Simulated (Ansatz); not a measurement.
## AlB2-type SmB2

The computed numbers are results of PBEsol, scalar-relativistic (collinear spin) in the plane-wave PAW code Ansatz at 420 eV, Γ-centred 10×10×8 mesh, 0.05 eV Gaussian smearing; PAW files: Ansatz's generated set soft_2.

```xyz
3
Lattice="3.2137 0.0000 0.0000 -1.6069 2.7832 0.0000 0.0000 0.0000 4.0780" Properties=species:S:1:pos:R:3 pbc="T T T"
Sm    0.0000    0.0000    0.0000
B     0.0000    1.8554    2.0390
B     1.6069    0.9277    2.0390
```

The compound is reported in the structure type of the start.

Magnetic state: ferromagnetic, site spin moments Sm 5.40 μB.

Path: Γ–M–K–Γ–A–L–H–A | L–M | H–K, with Γ = (0.000, 0.000, 0.000), M = (0.500, 0.000, 0.000), K = (0.333, 0.333, 0.000), A = (0.000, 0.000, 0.500), L = (0.500, 0.000, 0.500), H = (0.333, 0.333, 0.500) in reciprocal vectors of the calculation's cell.

**Question.** Is it a metal or an insulator, and if it has a gap, where are the band edges on this path?

**Answer.** A metal: bands cross the Fermi level.

Levels between -5 and 3 eV from the Fermi level at the path's named points:
```tsv
point	spin	below E_F (eV)	above E_F (eV)
Γ	up	-1.60 -1.28 -0.71 -0.45 -0.45 -0.31 -0.31 -0.27 -0.27 -0.05	0.33
Γ	down	-0.84 -0.28 -0.28 -0.07	2.41
M	up	-2.99 -1.79 -1.19 -0.73 -0.48 -0.32 -0.06 -0.02 0.00	0.33
M	down	-2.54 -1.52 -0.26	1.73
K	up	-4.91 -1.81 -1.81 -0.55 -0.38 -0.38 -0.02 0.00	0.27 0.27
K	down	-4.78 -1.16 -1.16	
A	up	-4.92 -0.81 -0.81 -0.72 -0.38 -0.20 -0.20 -0.05	1.24 1.24 1.66 2.71 2.71
A	down	-4.22	0.16 0.16 2.41 2.69 2.90
L	up	-2.56 -2.46 -0.68 -0.48 -0.44 -0.22 -0.17 -0.07	0.03 0.76
L	down	-2.41 -1.67	0.73 2.61
H	up	-3.18 -0.57 -0.47 -0.47 -0.21 -0.21 -0.12 -0.12 -0.03	0.00
H	down	-3.00	0.50 0.50
```

Without a U the open 4f shell is pinned at the Fermi level, an artefact: in the real crystal it splits into occupied and empty levels away from it, and its large orbital moment is missing here. For elements this heavy, spin–orbit coupling would shift levels and gaps; it isn't included here. The run wasn't fully tested for a lower electronic state. Site moments are of spin, integrated over atomic spheres. No antiparallel order was tried.

The open shells may stand above their lowest state, and forces and pressures are less sure for it.
